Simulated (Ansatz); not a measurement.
**WCl₄F₂: from a guess to a relaxed structure**

All numbers below come from DFT PBE, scalar-relativistic, plane waves, PAW in Ansatz 0.2.0. Cutoff 420 eV, Gaussian smearing, Γ-centred meshes. Cell and atoms relax first on a coarse mesh, the cell is then made exact in the group found at 0.06 to 0.08 Å, and last on a converged mesh; the steps can't lower the symmetry of their start. No spin polarisation.

The guess for WCl₄F₂ was proposed by analogy with related compounds (P1, No. 1). Its size is a guess.

```xyz
7
Lattice="5.7457 0.0000 0.0000 2.8728 4.9759 0.0000 2.8728 1.6586 5.2024" Properties=species:S:1:pos:R:3 pbc="T T T"
W     0.0000    0.0000    0.0000
Cl    6.7023    4.9776    3.9538
Cl    7.6619    3.3189    1.2486
Cl    3.8295    3.3156    3.9538
Cl    6.7052    1.6586    3.9538
F     4.9614    1.3584    1.0301
F     4.4414    4.9759    1.0301
```

Formation energies are uncorrected and refer to the elements' standard structures at the same level (Cl₂, F₂ as molecules).

Q: Where does the relaxation end?

A: The symmetry stays P1 (No. 1). The volume per atom grows by 55.2 %, from 21.2 to 33.0 Å³. The shortest distance stays 1.88 Å (W–F). Conventional cell: a = 6.560 Å, b = 6.800 Å, c = 6.972 Å, α = 61.6°, β = 63.0°, γ = 62.1°. W has 2 F at 1.88 Å and 4 Cl at 2.28–2.30 Å; Cl on its first site has 1 W at 2.28 Å; Cl on its second site is surrounded by 1 W at 2.30 Å; around Cl on its third site lies 1 W at 2.30 Å; around F on its first site lies 1 W at 1.88 Å; 2 more sites not described.

Space group P1 (No. 1). a = 6.560 Å, b = 6.800 Å, c = 6.972 Å, α = 61.62°, β = 62.98°, γ = 62.13°
```
atom  site  symmetry       x       y       z
   W    1a         1  0.0021  0.9968  0.9930
  Cl    1a         1  0.3599  0.7753  0.8095
  Cl    1a         1  0.8767  0.6719  0.2289
  Cl    1a         1  0.1159  0.3306  0.7813
  Cl    1a         1  0.8164  0.0850  0.7400
   F    1a         1  0.7160  0.1758  0.1549
   F    1a         1  0.1409  0.9325  0.2084
```

Q: Give its energy and gap.

A: The formation energy is −1.514 eV/atom and the gap on the 6×6×6 mesh of the 7-atom cell is 2.34 eV.

It lies below the elements, which doesn't yet make it stable against other compounds or structures.

The last run used Gaussian smearing of 0.02 eV. Weakly bound directions are ill-defined at this level, which has no dispersion term. Spin–orbit coupling, which can matter for W, is left out. Kohn–Sham gaps at this level usually fall short of measured ones. A later test with randomly moved atoms came back to the same energy, though modes that don't fit the test's cell weren't probed.
